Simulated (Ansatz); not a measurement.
Relaxed-ion elastic tensor of ScAl in space group Cmcm (No. 63; Sc on 4c, Al on 4c) in GPa (Voigt order), plane-wave PAW PBEsol (Ansatz code); density 3.04 g/cm³, 19.64 Å³ per atom.

|  | 1 | 2 | 3 | 4 | 5 | 6 |
|---|---|---|---|---|---|---|
| 1 | 101 | 46.2 | 56.3 | 0.0 | 0.0 | 0.0 |
| 2 | 46.2 | 172 | 41.0 | 0.0 | 0.0 | 0.0 |
| 3 | 56.3 | 41.0 | 160 | 0.0 | 0.0 | 0.0 |
| 4 | 0.0 | 0.0 | 0.0 | 62.1 | 0.0 | 0.0 |
| 5 | 0.0 | 0.0 | 0.0 | 0.0 | 84.2 | 0.0 |
| 6 | 0.0 | 0.0 | 0.0 | 0.0 | 0.0 | 33.7 |

**Question.** Is the crystal mechanically stable?

**Answer.** Yes: the smallest eigenvalue of C is 33.7 GPa.

**Question.** Work out the Voigt, Reuss and Hill averages.

**Answer.** K_V = 80.0, K_R = 76.8, K_H = 78.4; G_V = 55.3, G_R = 47.8, G_H = 51.5 GPa.

**Question.** Give Young's modulus, Poisson's ratio, Pugh's ratio and the universal anisotropy index.

**Answer.** E = 9KG/(3K + G) = 127 GPa; ν = 0.23; K/G = 1.52 (brittle by the Pugh limit of 1.75); A_U = 5G_V/G_R + K_V/K_R − 6 = 0.83.

**Question.** Estimate the sound speeds and the Debye temperature.

**Answer.** v_l = √((K + 4G/3)/ρ) = 6960 m/s, v_t = √(G/ρ) = 4120 m/s, mean 4560 m/s; Θ = (h/k)(3n/4πV)^(1/3) v_m = 503 K.

**Question.** Solve the Christoffel equation for the three sound speeds along x, y, z.

**Answer.** Eigenvalues of C_ijkl n_j n_l equal ρv². In km/s, slowest first: x 3.33, 5.26, 5.77; y 3.33, 4.52, 7.51; z 4.52, 5.26, 7.26.

**Question.** How much does each axis shrink under pressure?

**Answer.** Linear compressibilities β_i = Σ_j S_ij (j = 1 to 3): x 6.7, y 3.3, z 3.0 per TPa.

The first step of the workflow began from a Materials Project structure, measured or hypothetical; the Crystallography Open Database copy checked does not list it. Whether it is the stable phase at ambient conditions was not checked. Symmetry was held in the PBEsol relaxation; its stability against distortions is not shown here. The run is not spin-polarised. As this level gives no gap, shear constants depend on the k-mesh and smearing (Fermi–Dirac, 0.1 eV here).

Potentials: the later of the program's two PAW sets.
